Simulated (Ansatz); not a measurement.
Consider the following.

BiB:
```yaml
crystal:
  lattice:
    - [3.63426, 0.00000, 0.00000]
    - [-1.81713, 3.14736, 0.00000]
    - [0.00000, 0.00000, 3.34371]
  atoms:
    - { symbol: B, position: [0.00000, 0.00000, 0.00000] }
    - { symbol: Bi, position: [0.66667, 0.33333, 0.50000] }
```

This is the r²SCAN-relaxed structure.

**Question.** All from r²SCAN in the plane-wave PAW code Ansatz, unless another level is named. Give the Debye temperature from the elastic constants.

**Answer.** 220 K.

**Question.** What about the highest zone-centre frequency?

**Answer.** 250 cm⁻¹.

Space group P-6m2. A made-up cell: these elements were put on the sites of a structure type; neither database checked (COD, Materials Project) lists it. Its standing as an ambient phase is unchecked. The r²SCAN relaxation kept the symmetry of its start. At this level the phase is dynamically unstable (imaginary phonons). As this level gives no gap, shear constants depend on the k-mesh and smearing (Fermi–Dirac, 0.1 eV here). As this level gives no gap, phonon frequencies hold no LO–TO term and depend on the k-mesh and smearing (Fermi–Dirac, 0.1 eV here). Spin–orbit coupling is left out wherever it is not named.

Potentials: the later of the program's two PAW sets.
